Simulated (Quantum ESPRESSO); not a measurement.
Band energies of BaTiO3

```
CELL_PARAMETERS angstrom
      3.99038     0.00000     0.00000
      0.00000     3.99038     0.00000
      0.00000     0.00000     4.10266
ATOMIC_POSITIONS crystal
  O  0.00000 0.50000 0.06422
  O  0.50000 0.00000 0.06422
  O  0.00000 0.00000 0.54897
  Ti 0.00000 0.00000 0.10004
  Ba 0.50000 0.50000 0.58254
```

LDA (Quantum ESPRESSO, PseudoDojo norm-conserving, 84 Ry, without SOC); path ΓXMΓZRAZ,XR,MA; energies in eV from the valence-band maximum.

| k (1/Å) | point | band 16 | band 17 | band 18 | band 19 | band 20 | band 21 | band 22 | band 23 |
|---|---|---|---|---|---|---|---|---|---|
| 0.00 | Γ | -1.49 | -1.26 | -0.57 | -0.43 | -0.43 | 1.77 | 2.19 | 2.19 |
| 0.39 |  | -1.82 | -1.57 | -1.29 | -0.91 | -0.76 | 2.22 | 2.74 | 2.76 |
| 0.79 | X | -1.96 | -1.93 | -1.71 | -1.25 | -1.05 | 2.28 | 3.50 | 3.58 |
| 1.38 |  | -2.76 | -1.82 | -1.18 | -1.12 | -0.15 | 3.35 | 3.61 | 3.86 |
| 1.57 | M | -2.87 | -1.90 | -1.04 | -1.04 | -0.04 | 3.61 | 3.61 | 3.98 |
| 1.76 |  | -2.79 | -1.84 | -1.20 | -1.07 | -0.13 | 3.44 | 3.53 | 3.86 |
| 2.13 |  | -2.27 | -2.04 | -1.18 | -0.99 | -0.52 | 2.65 | 2.92 | 3.10 |
| 2.69 | Γ | -1.49 | -1.26 | -0.57 | -0.43 | -0.43 | 1.77 | 2.19 | 2.19 |
| 3.07 |  | -1.86 | -1.64 | -1.40 | -0.57 | -0.57 | 1.83 | 2.87 | 2.87 |
| 3.45 | Z | -2.06 | -2.00 | -1.97 | -0.71 | -0.71 | 1.89 | 3.50 | 3.50 |
| 4.04 |  | -2.68 | -1.67 | -1.15 | -1.03 | -0.40 | 3.33 | 3.53 | 3.75 |
| 4.24 | R | -2.67 | -1.80 | -1.01 | -0.97 | -0.31 | 3.53 | 3.54 | 3.88 |
| 4.40 |  | -2.64 | -2.05 | -0.96 | -0.89 | -0.31 | 3.55 | 3.59 | 3.90 |
| 4.87 |  | -2.55 | -2.50 | -0.37 | -0.28 | -0.11 | 4.04 | 4.09 | 4.11 |
| 5.03 | A | -2.49 | -2.49 | -0.27 | -0.27 | 0.00 | 4.12 | 4.12 | 4.18 |
| 5.19 |  | -2.55 | -2.50 | -0.35 | -0.30 | -0.11 | 4.06 | 4.07 | 4.10 |
| 5.51 |  | -2.51 | -2.39 | -0.73 | -0.70 | -0.57 | 3.49 | 3.72 | 3.76 |
| 5.98 |  | -2.28 | -1.64 | -1.54 | -0.94 | -0.80 | 2.08 | 3.47 | 3.50 |
| 6.14 | Z | -2.06 | -2.00 | -1.97 | -0.71 | -0.71 | 1.89 | 3.50 | 3.50 |
| 6.14 | X | -1.96 | -1.93 | -1.71 | -1.25 | -1.05 | 2.28 | 3.50 | 3.58 |
| 6.45 |  | -2.19 | -1.63 | -1.48 | -1.30 | -0.91 | 2.73 | 3.52 | 3.62 |
| 6.91 | R | -2.67 | -1.80 | -1.01 | -0.97 | -0.31 | 3.53 | 3.54 | 3.88 |
| 6.91 | M | -2.87 | -1.90 | -1.04 | -1.04 | -0.04 | 3.61 | 3.61 | 3.98 |
| 7.10 |  | -2.78 | -2.27 | -0.97 | -0.97 | -0.03 | 3.68 | 3.68 | 4.00 |
| 7.67 | A | -2.49 | -2.49 | -0.27 | -0.27 | 0.00 | 4.12 | 4.12 | 4.18 |

The LDA gap is indirect, 1.77 eV, from A to Γ; the smallest direct gap is 2.20 eV.

Geometry of the Materials Project entry, not relaxed at this level.
